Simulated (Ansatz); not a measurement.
The start is a relaxed WC cell, doubled along one cell vector, shaken by Gaussian noise of σ = 0.08 Å a coordinate. The cell and all atomic positions are relaxed at zero pressure with r2SCAN (plane waves to 500 eV, PAW, scalar-relativistic; Ansatz, a first-principles code). The first steps use a coarse 4×8×8 k-mesh.

Input geometry:
```
CELL_PARAMETERS angstrom
      5.43050     0.00000     0.00000
      0.00000     2.71525     0.00000
      0.00000     0.00000     2.71525
ATOMIC_POSITIONS crystal
  W  0.24095 0.52701 0.51314
  W  0.77711 0.53274 0.47632
  C  0.98573 0.01820 0.99382
  C  0.49215 0.00224 0.99085
```

Problem. What is the largest force in the starting geometry, and on which atom (counted from 1)?

Solution. About 4.6 eV/Å, on W2 (atoms numbered as listed).

Problem. How much energy is released per atom?

Solution. 1.07 eV/atom.

Problem. Is the parent structure recovered?

Solution. It does not go back: it reaches P-6m2 (No. 187), AFLOW prototype AB_hP2_187_d_a (B_h, as in WC), 0.97 eV/atom below the parent.

Problem. How do the shortest distances between atoms change?

Solution. The closest pairs of elements (up to four, under 3.6 Å), start → end: C–W 2.18 → 2.20 Å; W–W 2.52 → 2.84 Å; C–C 2.68 → 2.84 Å.

Problem. Is the relaxed structure metallic? Give its gap.

Solution. Zero (metallic).

Problem. Give the final cell and atomic positions.

Solution. 
```cif
data_CW
_chemical_formula_sum 'W1 C1'
_space_group_name_H-M_alt 'P-6m2'
_space_group_IT_number 187
_space_group_name_Hall 'P -6 2'
_cell_length_a 2.91259
_cell_length_b 2.91259
_cell_length_c 2.83672
_cell_angle_alpha 90.000
_cell_angle_beta 90.000
_cell_angle_gamma 120.000
loop_
_atom_site_label
_atom_site_type_symbol
_atom_site_symmetry_multiplicity
_atom_site_Wyckoff_symbol
_atom_site_fract_x
_atom_site_fract_y
_atom_site_fract_z
_atom_site_occupancy
W1 W 1 e 0.66667 0.33333 0.00000 1
C1 C 1 d 0.33333 0.66667 0.50000 1
```

Final values are on a 18×18×16 k-mesh of the relaxed cell. No spin polarisation in the result.

Of the parent cell (Pm-3m (No. 221)): it is a generated cell of WC: the first start was made by placing the elements on the sites of a structure type, and the end was not matched to a known phase here, so it may be hypothetical. Known forms of WC include space group No. 187.
